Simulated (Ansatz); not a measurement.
Input:

HfO$_{2}$ (fluorite, Fm-3m), a = b = c = 5.0445 Å, α = β = γ = 90.00°; the cell used has 3 atoms.

This is the PBEsol-relaxed structure.

Task: All from plane-wave PAW PBEsol (Ansatz code), unless another level is named. Predict the Debye temperature from the elastic constants.

Result: 493 K.

Task: What about the elastic constants (relaxed ions, GPa)?

Result: C11 = 576, C12 = 109, C44 = 69.8.

This is a known high-temperature phase of the composition, computed here at zero pressure and temperature. The PBEsol relaxation kept the symmetry of its start; whether a distortion lowers the energy is not shown. No spin polarisation was allowed. Spin–orbit coupling is left out wherever it is not named.

Potentials: the earlier of the program's two PAW sets. The files were generated under PBE; for other functionals the program regenerates the frozen cores, and for LDA and PBEsol the local potential too.
